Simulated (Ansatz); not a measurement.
ZnCdSe₂:
```xyz
4
Lattice="4.1211 0.0000 0.0000 0.0000 4.1211 0.0000 0.0000 0.0000 5.9104" Properties=species:S:1:pos:R:3 pbc="T T T"
Zn     2.0606     2.0606     2.9552
Cd     0.0000     0.0000     0.0000
Se     0.0000     2.0606     4.2953
Se     2.0606     0.0000     1.6151
```

Relaxed with PBEsol. Special points in fractions of this cell's reciprocal vectors: Γ (0.000, 0.000, 0.000); X (0.000, 0.500, 0.000); M (0.500, 0.500, 0.000); Z (0.000, 0.000, 0.500); R (0.000, 0.500, 0.500); A (0.500, 0.500, 0.500).

List the band energies nearest the valence-band maximum at these points for PBEsol in the plane-wave PAW code Ansatz.

In eV from the valence-band maximum; about four levels below and three above (degenerate sets whole), none deeper than 8.9 eV; points with the same levels are listed once.

```csv
k,below,above
Γ,-2.13 -2.13 -0.16 0.00 0.00,0.73 3.00 3.51
X,-2.61 -2.22 -1.12 -0.66,3.55 4.14 5.64
M,-2.22 -2.09 -2.09 -1.98,2.86 2.86 3.21
Z,-1.48 -1.48 -0.91 -0.91,3.27 3.56 4.00
R,-1.11 -0.90 -0.85 -0.61,2.21 2.39 5.89
A,-2.70 -2.53 -2.53 -2.50,5.05 5.17 5.17
```

Space group P-4m2. The workflow started from a Materials Project entry (that database holds measured and hypothetical structures alike); the Crystallography Open Database copy checked does not list it. Whether it is the stable phase at ambient conditions was not checked. Symmetry was held in the PBEsol relaxation; of distortions, only those at the zone centre were tested. Scalar-relativistic: spin–orbit coupling is off unless named, which matters more the heavier the elements.

Potentials: the later of the program's two PAW sets.
